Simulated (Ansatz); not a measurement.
LiCl (rock salt, Fm-3m), the program Ansatz at the r²SCAN level (PAW). The conduction-band minimum lies at Γ, with 1 equivalent valley. Second derivatives d²E/dk² of the lowest band at one valley (eV·Å²), along Cartesian directions:

```json
[
 {"direction": "[100]", "d²E/dk²": "16.25"},
 {"direction": "[010]", "d²E/dk²": "16.25"},
 {"direction": "[001]", "d²E/dk²": "16.25"},
 {"direction": "[110]", "d²E/dk²": "16.25"},
 {"direction": "[101]", "d²E/dk²": "16.25"},
 {"direction": "[011]", "d²E/dk²": "16.25"}
]
```

Q: Find the principal effective masses, the density-of-states mass and the conductivity mass.

A: Off-diagonal terms follow from H_xy = H[110] − (H_xx + H_yy)/2, and m*/mₑ = 7.620 eV·Å² over each eigenvalue: 0.47, 0.47, 0.47. One valley's DOS mass (m₁m₂m₃)^(1/3) = 0.47, conductivity mass 3/(Σ 1/mᵢ) = 0.47 mₑ.

Q: What effective density of states Nc follows at 300 K for parabolic valleys?

A: Nc = 2.509e19 × 1 × (0.47)^(3/2) ≈ 8.1e18 cm⁻³.

Q: With the computed static dielectric constant 12.2 (mean of the diagonal), estimate a hydrogenic donor's binding energy and radius.

A: E = 13.606 eV × 0.47/12.2² ≈ 43 meV; a = 0.529 Å × ε/m* ≈ 14 Å. Semilocal masses tend to be too small where the gap is.

Q: With ε∞ = 2.83 and ω_LO = 400 cm⁻¹, what Fröhlich coupling constant follows?

A: α = (1/ε∞ − 1/ε0) √(m* × 13.606 eV/ħω_LO) = 3.1.

Symmetry was held in the r²SCAN relaxation; phonons on a q-mesh show no instability.

Potentials: the later of the program's two PAW sets.
